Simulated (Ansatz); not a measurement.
Compressing ZnS: a fit and a missing row

ZnS, P6_3mc, a = 3.848 Å, c = 25.159 Å. The compound has several low-lying forms, and this is one of them. Ansatz: PBE, PAW, 420 eV, Γ-centred 12×12×2 mesh on 16 atoms, Gaussian smearing 0.02 eV; no spin polarisation. Shape and atoms are relaxed at each volume; pressure is positive in compression.

```
V (Å³/atom) P (GPa)
     17.741        ?
     18.346     8.10
     18.951     4.96
     19.556     2.29
     20.161     0.02
     20.766    -1.90
     21.370    -3.53
     22.177    -5.34
```

Take V0 = 20.161 Å³/atom, count pressures from its P0 = 0.02 GPa, fit the third-order Birch–Murnaghan form to the other rows, and predict the missing pressure.

With the Eulerian strain f = ½[(V0/V)^(2/3) − 1] and y = (P − P0)/[3f(1 + 2f)^(5/2)], the form is the line y = B0 + 1.5 B0 (B0′ − 4) f. Rows (f, y): 0.03246, 70.9; 0.02106, 70.5; 0.01026, 70.1; -0.00976, 68.9; -0.01904, 68.5; -0.03078, 68.0. Means f = 0.0007000, y = 69.483; Σ(Δf)² = 0.003005, ΣΔfΔy = 0.1438; the slope is their ratio. y = 69.45 + 47.86 f GPa, so B0 = 69.5 GPa and B0′ = 4 + 2 × (47.86)/(3 × 69.45) = 4.46. At V = 17.741, f = 0.04449, y = 71.58 and P = 11.84 GPa. The run gave 11.82 GPa, so the fit is 0.02 GPa too high, a small miss on the scale of the series.

Cost: 8 runs of about 68 core-minutes in all, on Intel Xeon Processor @ 2.50GHz (Skylake/Cascade Lake) (shared hosts).